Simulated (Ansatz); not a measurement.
Given:

Zr:
```
Zr
1.0
    5.03765     0.00000     0.00000
   -2.51882     4.36273     0.00000
    0.00000     0.00000     3.15864
Zr
3
Direct
  0.00000   0.00000   0.00000
  0.66667   0.33333   0.50000
  0.33333   0.66667   0.50000
```

This is the r²SCAN-relaxed structure.

Q: All from the program Ansatz at the r²SCAN level (PAW), unless another level is named. Predict the density of states at the Fermi level.

A: 0.81 states/eV per atom (mean over ±0.08 eV).

Q: Next, the gap with spin–orbit coupling?

A: none (metallic).

Space group P6/mmm. This is a known high-pressure phase of the composition, computed here at zero pressure and temperature. The cell was relaxed with r²SCAN under the symmetry of its start; its stability against distortions is not shown here. The run is not spin-polarised. Scalar-relativistic: spin–orbit coupling is off unless named, which matters more the heavier the elements.

Potentials: the earlier of the program's two PAW sets.
